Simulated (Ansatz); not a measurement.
LaSiNi$_{4}$:
```
CELL_PARAMETERS angstrom
      2.60688    -4.11350     0.00000
      2.60688     4.11350     0.00000
      0.00000     0.00000     3.95547
ATOMIC_POSITIONS crystal
  La 0.00000 0.00000 0.00000
  Si 0.50000 0.50000 0.50000
  Ni 0.34230 0.65770 0.00000
  Ni 0.65770 0.34230 0.00000
  Ni 0.50000 0.00000 0.50000
  Ni 0.00000 0.50000 0.50000
```

Relaxed with r²SCAN. Special points in fractions of this cell's reciprocal vectors: Γ (0.000, 0.000, 0.000); Y (-0.500, 0.500, 0.000); C0 (-0.350, 0.650, 0.000); Σ0 (0.350, 0.350, 0.000); Z (0.000, 0.000, 0.500); A0 (0.350, 0.350, 0.500); E0 (-0.350, 0.650, 0.500); T (-0.500, 0.500, 0.500); S (0.000, 0.500, 0.000); R (0.000, 0.500, 0.500).

Question: List the band energies nearest the Fermi level at these points for the program Ansatz at the r²SCAN level (PAW).

Answer: In eV from the Fermi level; about four levels below and three above (degenerate sets whole), none deeper than 8.9 eV; points with the same levels are listed once.

```tsv
k	below	above
Γ	-0.30 -0.26 -0.19 -0.16	0.61 1.54 2.22
Y	-1.15 -1.12 -0.80 -0.15	0.58 0.81 1.88
C0	-1.13 -0.95 -0.83 -0.72	0.82 1.62 1.76
Z	-0.74 -0.44 -0.27 -0.13	0.65 2.85 2.93
A0	-0.84 -0.82 -0.44 -0.07	0.23 0.80 2.29
T	-0.75 -0.65 -0.33 -0.30	0.99 1.58 1.80
S	-0.98 -0.96 -0.61 -0.36	1.11 1.99 2.54
R	-1.07 -1.04 -0.71 -0.63	0.80 0.85 1.92
```

Space group Cmmm. The workflow started from a Materials Project entry (that database holds measured and hypothetical structures alike); the Crystallography Open Database copy checked does not list it. Whether it is the stable phase at ambient conditions was not checked. The r²SCAN relaxation kept the symmetry of its start; its stability against distortions is not shown here. The run is not spin-polarised. Spin–orbit coupling is left out wherever it is not named.

Potentials: the earlier of the program's two PAW sets.
